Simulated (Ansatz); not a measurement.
InAg3: hydrostatic pressure series

These are results of DFT PBEsol, scalar-relativistic, plane waves, PAW in Ansatz, not measurements. (420 eV cutoff, 10×10×10 k-mesh, Gaussian smearing of 0.10 eV, no spin polarisation)

The relaxed crystal:

```yaml
crystal:
  lattice:
    - [4.13817, 0.00000, 0.00000]
    - [0.00000, 4.13817, 0.00000]
    - [0.00000, 0.00000, 4.13817]
  atoms:
    - { symbol: In, position: [0.00000, 0.00000, 0.00000] }
    - { symbol: Ag, position: [0.00000, 0.50000, 0.50000] }
    - { symbol: Ag, position: [0.50000, 0.00000, 0.50000] }
    - { symbol: Ag, position: [0.50000, 0.50000, 0.00000] }
```

Cell and atoms are relaxed at each pressure within the symmetry of the start, at zero temperature, so transitions that lower the symmetry aren't seen. The k-mesh given is that at zero pressure and may differ at others. a, b and c are the lengths of the cell vectors above.

```tsv
P (GPa)	V (Å³/atom)	V/V0	a (Å)	b (Å)	c (Å)
-1	17.89	1.010	4.152	4.152	4.152
0	17.72	1.000	4.138	4.138	4.138
1	17.54	0.990	4.125	4.125	4.125
4	17.12	0.966	4.091	4.091	4.091
12	16.22	0.915	4.018	4.018	4.018
25	15.20	0.858	3.932	3.932	3.932
50	13.92	0.786	3.819	3.819	3.819
90	12.67	0.715	3.700	3.700	3.700
```

**Question.** What bulk modulus and pressure derivative fit these points?

**Answer.** A third-order Birch–Murnaghan fit gives B0 = 107 GPa and B0' = 5.5.